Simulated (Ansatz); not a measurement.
**Zincblende alloy of GaAs and GaBi (4 of 32 As sites exchanged), 64 atoms**

Ansatz, PAW, plane waves. PBEsol relaxation of volume and atoms (shape held) at the single k point (¼, ¼, ¼) without its symmetry partners; single points on the relaxed atoms at the single k point (¼, ¼, ¼) without its symmetry partners, onto which points of the small cell's zone fold. Arrangement: clustered. No spin–orbit coupling unless named.

Relaxed structure:

```
Ga As Bi
1.0
    11.48328    0.00000    0.00000
     0.00000   11.48328    0.00000
     0.00000    0.00000   11.48328
Ga As Bi
32 28 4
Cartesian
  0.1156 0.1270 11.3615
  11.3757 0.1212 5.8622
  11.3678 5.6196 11.3611
  0.1147 5.6197 5.8687
  5.7742 0.0162 11.4661
  5.7084 0.0187 5.7608
  5.7132 5.7229 11.4648
  5.7748 5.7241 5.7578
  2.8875 2.9033 11.4650
  2.8894 2.8377 5.7598
  2.9991 8.7269 11.3630
  2.9922 8.5045 5.8632
  8.5935 2.8414 11.4645
  8.5948 2.9032 5.7576
  8.4914 8.4979 11.3621
  8.4925 8.7267 5.8690
  2.9911 0.1207 2.7646
  2.8893 0.0179 8.5794
  2.9978 5.6190 2.9857
  2.8875 5.7239 8.6457
  8.4909 0.1257 2.9860
  8.5951 0.0161 8.6459
  8.4911 5.6206 2.7577
  8.5932 5.7221 8.5837
  11.4825 2.8759 2.8695
  0.0016 2.8688 8.6094
  11.4778 8.6048 2.8609
  0.0002 8.6120 8.6182
  5.7401 2.8687 2.8715
  5.7389 2.8682 8.6092
  5.7473 8.6121 2.8710
  5.7409 8.6133 8.6107
  1.4724 1.5047 1.4041
  1.4391 1.4648 7.2065
  1.4720 7.1456 7.2470
  7.1451 1.4683 1.4347
  7.1732 1.4390 7.1814
  7.1116 7.1391 1.3978
  7.1453 7.1758 7.2103
  4.3401 4.2735 1.4339
  4.3102 4.3020 7.1807
  4.3757 10.0845 1.4059
  4.3366 10.0501 7.2076
  10.0090 4.2408 1.3973
  10.0464 4.2737 7.2106
  10.0176 10.0847 7.2470
  4.3365 1.4655 4.3092
  4.3107 1.4390 10.0428
  4.3753 7.1458 4.3423
  4.3404 7.1760 10.0155
  10.0166 1.5044 4.3421
  10.0478 1.4694 10.0152
  10.0094 7.1388 9.9816
  1.4725 4.2383 4.3434
  1.4311 4.2743 10.0157
  1.4742 10.0844 9.9812
  7.1449 4.2739 4.3020
  7.1702 4.2993 10.0413
  7.1097 10.0849 4.3453
  7.1455 10.0437 10.0167
  1.5117 7.1015 1.3608
  9.9749 10.1235 1.3618
  9.9765 7.1047 4.3807
  1.5001 10.1117 4.3718
```

(1) What are the mean bond lengths by pair (pairs within 1.2 times the sum of covalent radii, less contacts 15 % beyond the pair's median; cation–cation pairs of compounds aside; long ionic contacts are cut short by that bound)?

(2) What gap lies between the top filled and the lowest empty level in the single points?

## Answers

(1) As–Ga 2.466 ± 0.015 Å (standard deviation, 112 bonds); Bi–Ga 2.643 ± 0.019 Å (standard deviation, 16 bonds).

(2) r²SCAN 1.26 eV (5.1 s on NVIDIA GB200). Away from Γ this isn't the crystal's band gap.
